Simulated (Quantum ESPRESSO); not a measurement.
# Strain and stress in Ga2ZnSiN4

These are calculations, not measurements. They come from pw.x of Quantum ESPRESSO 7.5, a plane-wave density functional program, with PseudoDojo standard norm-conserving files (v0.5 for PBE, v0.4.1 for LDA and PBEsol). The cells are made up: elements, strain and atom displacements were drawn at random, and nothing was relaxed. There is no spin polarisation, spin-orbit coupling or dispersion term.

The cell has 8 sites of a wurtzite lattice (rectangular cell). Sites 1 to 4 hold Ga Ga Zn Si; sites 5 to 8 hold N N N N. Cell vectors in Å: (3.129, 0.000, 0.000); (0.000, 5.420, 0.000); (0.000, 0.000, 5.120). Settings: PBE, cutoff 1143 eV, 6 x 4 x 4 k mesh shifted by half a step, Fermi-Dirac smearing of 0.025 eV.

Each run adds a strain along z to one cell, with the atoms carried along; the vectors above are those of run 5. Stress is positive in tension and P is minus a third of its trace. E is the free energy for each atom above the lowest run shown.

```
run  strain (%)  s_xx (GPa)  s_yy (GPa)  s_zz (GPa)  s_xy (GPa)  P (GPa)  E (meV/atom)
  1       -2.10      -12.73      -16.78      -42.27       -4.37    23.93         83.62
  2       -1.72      -12.36      -16.40      -39.55       -4.30    22.77         73.01
  4       -0.90      -11.58      -15.61      -34.00       -4.15    20.40         52.75
  5        0.20      -10.60      -14.62      -27.05       -3.96    17.43         29.95
  6        0.97       -9.95      -13.95      -22.56       -3.84    15.49         17.09
  7        2.31       -8.89      -12.87      -15.37       -3.62    12.38          0.00
  3       -1.33           ?           ?           ?           ?        ?             ?
```

A rerun of one of these cells at 1437 eV and k mesh 8 x 6 x 6 moved values by no more than 0.002 eV in the cell's energy, 0.05 GPa in stress and 0.003 eV/Å in force.

## Worked fit

A parabola through the six runs shown gives s_zz = -28.28 + 6.15 e - 0.243 e² GPa, with e in per cent and a scatter of 0.02 GPa. The slope is a stiffness of 615 ± 2 GPa for each unit of this strain at e = 0. The atoms are clamped, and relaxing them would in general lower it. The error is the larger of the fit's own and the change that a cubic makes, rounded up.

## Withheld run

Question: what s_zz should run 3 give?

The fit gives -36.89 GPa. The calculation gave -36.87 GPa.

```
run,strain (%),s_xx (GPa),s_yy (GPa),s_zz (GPa),s_xy (GPa),P (GPa),E (meV/atom)
3,-1.33,-11.99,-16.02,-36.87,-4.23,21.63,63.03
```